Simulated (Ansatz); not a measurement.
Consider the following.

Ge:
```cif
data_Ge40
_chemical_formula_sum 'Ge40'
_space_group_name_H-M_alt 'P6/mmm'
_space_group_IT_number 191
_space_group_name_Hall '-P 6 2'
_cell_length_a 10.73051
_cell_length_b 10.73051
_cell_length_c 10.90083
_cell_angle_alpha 90.000
_cell_angle_beta 90.000
_cell_angle_gamma 120.000
loop_
_atom_site_label
_atom_site_type_symbol
_atom_site_symmetry_multiplicity
_atom_site_Wyckoff_symbol
_atom_site_fract_x
_atom_site_fract_y
_atom_site_fract_z
_atom_site_occupancy
Ge1 Ge 6 l 0.13238 0.26475 0.00000 1
Ge2 Ge 12 o 0.20949 0.41899 0.18706 1
Ge3 Ge 4 h 0.33333 0.66667 0.11228 1
Ge4 Ge 12 n 0.38039 0.38039 0.31219 1
Ge5 Ge 6 k 0.24303 0.24303 0.50000 1
```

This is the PBE-relaxed structure.

### Question
All from PBE in the plane-wave PAW code Ansatz, unless another level is named. Predict the electron effective mass.

### Answer
0.14, 0.14, 0.33 mₑ (principal values).

### Question
Give the band gap.

### Answer
0.57 eV (indirect).

### Question
Give the valence-band maximum.

### Answer
at Γ.

### Question
Predict the conduction-band minimum.

### Answer
at K (2 equivalent valleys).

The start of the workflow was typed in or built on a structure type; neither database checked (COD, Materials Project) lists it. It is not the phase usual at ambient conditions (space group No. 227). Symmetry was held in the PBE relaxation; whether a distortion lowers the energy is not shown. Scalar-relativistic: spin–orbit coupling is off unless named, which matters more the heavier the elements.

Potentials: the later of the program's two PAW sets.
